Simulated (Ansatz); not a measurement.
**Si (I4/mmm), a film clamped to a substrate**

Level of theory: Ansatz 0.2.0, DFT LDA, scalar-relativistic, plane waves, PAW. Settings: plane waves to 420 eV, k-mesh 28×28×28 (Γ-centred), Gaussian smearing 0.15 eV. No spin polarisation. Energies are free energies at this smearing, counted from the undisturbed cell; pressure is positive in compression.

Zero of the scan (relaxed at this level; this form isn't the usual structure):

```
Si
1.0
    -1.63566    1.63566    1.30481
     1.63566   -1.63566    1.30481
     1.63566    1.63566   -1.30481
Si
1
Direct
  0.00000 0.00000 0.00000
```

The cell (1 atom, V0 = 13.96 Å³) is strained by p along both x and y and by q along z, fractional coordinates fixed. τp = (1/V0) ∂E/∂p = (σxx + σyy)(1 + p)(1 + q) and τq = (1/V0) ∂E/∂q = σzz(1 + p)², with tension positive.

```csv
p,q,ΔE (meV/atom),τp (GPa),τq (GPa)
0.000,0.000,0.00,0.32,-0.25
-0.015,0.000,3.65,-6.10,-2.87
0.015,0.000,4.15,5.90,2.19
0.000,-0.015,1.71,-2.30,-2.40
0.000,0.015,1.06,2.75,1.86
```

Problem. Get the second derivatives of the energy density.

Solution. Central differences give A = ∂τp/∂p = 400 GPa (C11 + C22 + 2 C12), C = ∂τq/∂q = 142 GPa (C33) and the cross term B = ∂τq/∂p = 169 GPa (C13 + C23); ∂τp/∂q = 168 GPa must equal B, and any difference shows higher-order terms. The ions are clamped.

Problem. A film of this crystal grows with z along the normal on a substrate that imposes p. How does its thickness respond, and what does the misfit cost?

Solution. Count p and q from the stress-free cell. A free surface needs τq = 0, so q = −(B/C) p = -1.19 p. The energy density left is (A − B²/C) p²/2 = M p², with the biaxial modulus M = 100 GPa; a misfit of 1 % costs 0.87 meV/atom, against 1.74 meV/atom if the thickness were held.

In a metal these slopes depend on the k mesh and the smearing.

Cost: 25 runs of about 3.6 core-minutes in all, on Arm Neoverse V2 (shared hosts).